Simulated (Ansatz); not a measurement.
Property card for MnCu2

Theory: Ansatz, DFT PBE, scalar-relativistic, plane waves, PAW.

Settings: cutoff 420 eV, Γ-centred mesh 18×18×4 on the computed 6-atom cell, Gaussian smearing of 0.10 eV; no spin polarisation.

The structure is relaxed at this level of theory with its symmetry kept, and needn't be the ground state of this composition.

```cif
data_structure
_symmetry_space_group_name_H-M 'P 1'
_symmetry_Int_Tables_number 1
_cell_length_a 2.5295
_cell_length_b 2.5295
_cell_length_c 12.5018
_cell_angle_alpha 90.000
_cell_angle_beta 90.000
_cell_angle_gamma 120.000
_cell_volume 69.28
loop_
_atom_site_label
_atom_site_type_symbol
_atom_site_fract_x
_atom_site_fract_y
_atom_site_fract_z
_atom_site_occupancy
Mn1 Mn 0.33333 0.66667 0.42692 1
Mn2 Mn 0.66667 0.33333 0.57308 1
Cu1 Cu 0.33333 0.66667 0.74491 1
Cu2 Cu 0.33333 0.66667 0.08492 1
Cu3 Cu 0.66667 0.33333 0.91508 1
Cu4 Cu 0.66667 0.33333 0.25509 1
```

(1) Formation energy from the elements' standard states (uncorrected)?

(2) Kohn–Sham band gap?

(3) Density of states at the Fermi level?

(4) Orbital (Löwdin) character within 0.5 eV of the Fermi level?

(5) Bader charge by site (e)?

A magnetic start lost its moments in a first run, so spin was left out; other magnetic orders weren't tried.

## Answers

(1) +0.084 eV/atom.

(2) none (metal).

(3) 3.1 states/eV per cell.

(4) Mn 3d 62 %, Cu 3d 13 %, Cu 4s 11 %, unprojected 10 %.

(5) Mn (2 in the cell) 0.08, Cu (2 in the cell) -0.08, Cu (2 in the cell) -0.01.

The cell was found from a structure generator's guess, not taken from experiment. Löwdin shares on free-atom orbitals overweight diffuse shells.
